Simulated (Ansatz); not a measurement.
**TaRu: zone-centre modes under pressure**

TaRu, P4/mmm, a = 3.006 Å, c = 3.362 Å. The structure is a COD entry; whether it is the stable form wasn't checked. Ansatz: LDA, PAW, 420 eV, Γ-centred 14×14×12 mesh on 2 atoms, Fermi-Dirac smearing 0.15 eV; no spin polarisation. Cell and atoms are relaxed at each pressure with the symmetry kept; optical modes at Γ by linear response, in cm⁻¹, matched by rank (the highest 2 distinct ones).

| P (GPa) | V (Å³/atom) | ω1 | ω2 |
| --- | --- | --- | --- |
| 0 | 15.188 | 150.8 | 154.8 |
| 2 | 15.084 | ? | ? |
| 6 | 14.886 | 161.2 | 164.0 |

Problem. Get each mode's Grüneisen parameter γ = −d ln ω/d ln V from the other rows and predict the missing frequencies.

Solution. ln(V/V0) = 0.0000, -0.0069, -0.0201; a line through ln(ω/ω0) of the 2 known rows gives ω1: γ = 3.318, predicted 154.3, computed 154.4; ω2: γ = 2.872, predicted 157.9, computed 157.9. The worst miss is 0.1 %, or 3 % of the shift under pressure, so a constant γ serves at that level. In a metal these frequencies hang on the mesh and smearing.

Spin–orbit coupling is left out, which can shift energies with elements as heavy as these.